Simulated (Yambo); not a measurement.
Yambo run on TiO$_{2}$ (rutile, space group P4_2/mnm, No. 136). The wavefunctions are norm-conserving LDA (Quantum ESPRESSO, 84 Ry, scalar-relativistic) ones on a 4×4×6 mesh (24 occupied bands); a = 4.5998 Å, b = 4.5998 Å, c = 2.9592 Å, α = 90.00°, β = 90.00°, γ = 90.00°.

Yambo input:

```
rim_cut
gw0
dyson
el_el_corr
HF_and_locXC
ppa
em1d
RandQpts= 1000000
RandGvec= 1 Ry
EXXRLvcs= 84 Ry
VXCRLvcs= 336 Ry
Chimod= "HARTREE"
% BndsRnXp
 3 | 127 |
%
NGsBlkXp= 8 Ry
% LongDrXp
 1.0 | 1.0 | 1.0 |
%
PPAPntXp= 27.2114 eV
% GbndRnge
 1 | 85 |
%
GTermKind= "none"
DysSolver= "n"
ExtendOut
% QPkrange
 1 | 1 | 24 | 25 |
%
```

k points by index: 1 = Γ.

Resulting energies as the program prints them:

```
#    K-point    Band    Eo [eV]    E [eV]    E-Eo [eV]    Vxc [eV]    Vnlxc [eV]    Sc|Eo [eV]    Sc|E [eV]    dSc/dw|Eo [eV]    Re(Z)    Im(Z)
#
    1    24    0.000000    0.237712    0.237712    -20.16376    -24.99231    5.141242    5.066259    -8.587734    0.760111    -0.001365
    1    25    1.803099    3.649273    1.846173    -20.06721    -12.12948    -5.552824    -6.091554    -7.939770    0.774122    -0.001485
```
(The two width columns are left out.) Convergence of these settings isn't established.

Geometry of the Materials Project entry, not relaxed at this level.
